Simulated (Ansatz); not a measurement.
PbOS (Janus 1T monolayer) from LDA to hybrids

All numbers come from Ansatz. Values at 0 K without nuclear motion; no magnetic order is allowed, and the phase may be a hypothetical one.

Structure: PbOS (Janus 1T monolayer), at its r2SCAN minimum. The sheet's in-plane cell has a = 3.601 Å, b = 3.601 Å (γ = 120.0°), and its outermost atoms lie 2.53 Å apart along the normal. Around Pb lie 3 O at 2.28 Å and 3 S at 2.61 Å; around O lie 3 Pb at 2.28 Å; around S lie 3 Pb at 2.61 Å.

```xyz
3
Lattice="3.6009 0.0000 0.0000 -1.8004 3.1184 0.0000 0.0000 0.0000 29.3659" Properties=species:S:1:pos:R:3 pbc="T T F"
Pb    0.0000    0.0000    9.2121
O     0.0000    2.0790   10.1590
S     1.8004    1.0395    7.6289
```
The sheet repeats along a and b alone.

Relaxed lattice by functional, symmetry kept:

| functional | k mesh | a (Å) | thickness (Å) |
| --- | --- | --- | --- |
| PBE | 12×12×1 | 3.641 | 2.57 |
| r2SCAN | 12×12×1 | 3.601 | 2.53 |
| PBEsol | 12×12×1 | 3.584 | 2.56 |
| LDA | 12×12×1 | 3.553 | 2.53 |
| HSE06 | 6×6×1 | 3.580 | 2.49 |

On this one geometry the levels give:
```json
{"level": "LDA", "k mesh": "12×12×1", "gap (eV)": "0.14", "kind": "direct", "edges": "Γ", "least direct gap (eV)": "0.14"}
{"level": "PBE", "k mesh": "12×12×1", "gap (eV)": "0.24", "kind": "direct", "edges": "Γ", "least direct gap (eV)": "0.24"}
{"level": "PBE+SOC", "k mesh": "12×12×1", "gap (eV)": "0.23", "kind": "direct", "edges": "Γ", "least direct gap (eV)": "0.23"}
{"level": "r2SCAN", "k mesh": "12×12×1", "gap (eV)": "0.44", "kind": "direct", "edges": "Γ", "least direct gap (eV)": "0.44"}
{"level": "HSE06", "k mesh": "6×6×1", "gap (eV)": "0.92", "kind": "direct", "edges": "Γ", "least direct gap (eV)": "0.92"}
{"level": "HSE06+SOC", "k mesh": "6×6×1", "gap (eV)": "0.87", "kind": "direct", "edges": "Γ", "least direct gap (eV)": "0.87"}
{"level": "PBE0", "k mesh": "6×6×1", "gap (eV)": "1.59", "kind": "direct", "edges": "Γ", "least direct gap (eV)": "1.59"}
{"level": "LC-ωPBE", "k mesh": "6×6×1 alone", "gap (eV)": "5.34", "kind": "direct", "edges": "Γ", "least direct gap (eV)": "5.34"}
{"level": "Hartree-Fock", "k mesh": "6×6×1", "gap (eV)": "6.43", "kind": "direct", "edges": "Γ", "least direct gap (eV)": "6.43"}
```
PBE, PBE+SOC, HSE06+SOC: smearing of 0.02 eV; the others have fixed occupations.
Wave cutoffs: 420 eV, 500 eV (r2SCAN).
A mesh marked alone had no extra points solved.

With HSE06 the gap is 0.92 eV and direct, at Γ. Spin-orbit coupling changes the PBE gap by -0.01 eV, to 0.23 eV. Spin-orbit coupling changes the HSE06 gap by -0.04 eV, to 0.87 eV. With so small a gap spin-orbit coupling can invert the bands, which the size of the gap doesn't show: the edges may have crossed and parted again.

r2SCAN covers 29 % of the step from PBE to HSE06, while HSE06 needs about 10 times r2SCAN's cost (on a coarser mesh). Spin-orbit coupling moves the least or the direct gap by up to 0.04 eV, so it can be left out where a tenth of an eV counts. All these functionals give a gap of the same kind, direct.

Only the levels marked +SOC include spin-orbit coupling.

The meshes of the hybrids are coarse, so their gaps aren't converged to the digits shown.
